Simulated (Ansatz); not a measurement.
**Property card for ZrSi**

ZrSi:
Space group Fm-3m (No. 225); a = b = c = 5.3966 Å, α = β = γ = 90.00°

```csv
atom,site,symmetry,x,y,z
Si,4a,m-3m,0.0000,0.0000,0.0000
Zr,4b,m-3m,0.5000,0.5000,0.5000
```
(The calculation used a cell of 2 atoms; values per cell refer to that cell.)

Space group Fm-3m (No. 225), rock salt; conventional cell a = b = c = 5.3966 Å, α = β = γ = 90.00°.

Method: PBE (plane waves, PAW; program Ansatz). Structure relaxed to zero pressure with the same functional. Other levels are named where they apply.

**Cell and energy**

- Volume per atom: 19.65 Å³
- Density: 5.04 g/cm³
- Formation energy from the elements (no fitted shifts): -0.70 eV/atom

**Electronic structure**

- Electronic character: metallic (no gap)
- Density of states at the Fermi level: 0.22 states/eV per atom (mean over ±0.08 eV)
- Gap with spin–orbit coupling: none (metallic)

**Mechanics**

* **Bulk modulus (Birch–Murnaghan fit)**: 113 GPa
* **Pressure derivative B′**: 3.8
* **Elastic constants (relaxed ions, GPa)**: C11 = 262, C12 = 38.8, C44 = 20.4
* **Mechanical stability**: stable (all eigenvalues of C positive)
* **Hill bulk and shear moduli**: 113 and 43.6 GPa
* **Young's modulus**: 116 GPa
* **Poisson's ratio**: 0.33
* **Debye temperature from the elastic constants**: 364 K

**Phonons**

- Highest zone-centre frequency: 348 cm⁻¹
- Zone-centre stability: no imaginary mode at Γ

**Charges**

- Bader charges: Si -1.36, Zr +1.36 e

The cell is a constructed one: a structure type filled with these elements; neither database checked (COD, Materials Project) lists it. COD files the formula under space group No. 62, 63, so this cell is another polymorph or a model. Its standing as an ambient phase is unchecked. The cell was relaxed with PBE under the symmetry of its start. The run is not spin-polarised. As this level gives no gap, shear constants depend on the k-mesh and smearing (Fermi–Dirac, 0.1 eV here). As this level gives no gap, phonon frequencies hold no LO–TO term and depend on the k-mesh and smearing (Fermi–Dirac, 0.1 eV here). The references are the lowest solids computed at this level, not always the standard phases. Scalar-relativistic: spin–orbit coupling is off unless named, which matters more the heavier the elements.

Potentials: the later of the program's two PAW sets.
